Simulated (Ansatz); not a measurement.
Relaxed-ion elastic tensor of BeTe (rock salt, space group No. 225) in GPa (Voigt order), the program Ansatz at the PBE level (PAW); density 5.89 g/cm³, 19.25 Å³ per atom.

```
 112  44.4  44.4   0.0   0.0   0.0
44.4   112  44.4   0.0   0.0   0.0
44.4  44.4   112   0.0   0.0   0.0
 0.0   0.0   0.0  42.2   0.0   0.0
 0.0   0.0   0.0   0.0  42.2   0.0
 0.0   0.0   0.0   0.0   0.0  42.2
```

Task: Is the crystal mechanically stable?

Result: Yes: the smallest eigenvalue of C is 42.2 GPa.

Task: Work out the Voigt, Reuss and Hill averages.

Result: K_V = 67.0, K_R = 67.0, K_H = 67.0; G_V = 38.8, G_R = 38.4, G_H = 38.6 GPa.

Task: Give Young's modulus, Poisson's ratio, Pugh's ratio and the universal anisotropy index.

Result: E = 9KG/(3K + G) = 97.2 GPa; ν = 0.26; K/G = 1.73 (near the Pugh limit of 1.75, no verdict); A_U = 5G_V/G_R + K_V/K_R − 6 = 0.06.

Task: Estimate the sound speeds and the Debye temperature.

Result: v_l = √((K + 4G/3)/ρ) = 4480 m/s, v_t = √(G/ρ) = 2560 m/s, mean 2840 m/s; Θ = (h/k)(3n/4πV)^(1/3) v_m = 316 K.

Task: Give the Zener ratio and Young's modulus along [100], [110] and [111].

Result: A = 2C44/(C11 − C12) = 1.24; 1/E = S11 − 2(S11 − S12 − S44/2)Γ with Γ = 0, 1/4, 1/3 gives 86.9, 99.5, 105 GPa.

Task: Solve the Christoffel equation for the three sound speeds along [100], [110], [111].

Result: Eigenvalues of C_ijkl n_j n_l equal ρv². In km/s, slowest first: [100] 2.67, 2.67, 4.36; [110] 2.40, 2.67, 4.52; [111] 2.49, 2.49, 4.57.

Space group Fm-3m (rock salt). A made-up cell: these elements were put on the sites of a structure type; neither database checked (COD, Materials Project) lists it. COD files the formula under space group No. 216, so this cell is another polymorph or a model. Its standing as an ambient phase is unchecked. The PBE relaxation kept the symmetry of its start. At this level the phase is dynamically unstable (imaginary phonons). As this level gives no gap, shear constants depend on the k-mesh and smearing (Fermi–Dirac, 0.1 eV here). Scalar-relativistic: spin–orbit coupling is off unless named, which matters more the heavier the elements.

Potentials: the later of the program's two PAW sets.
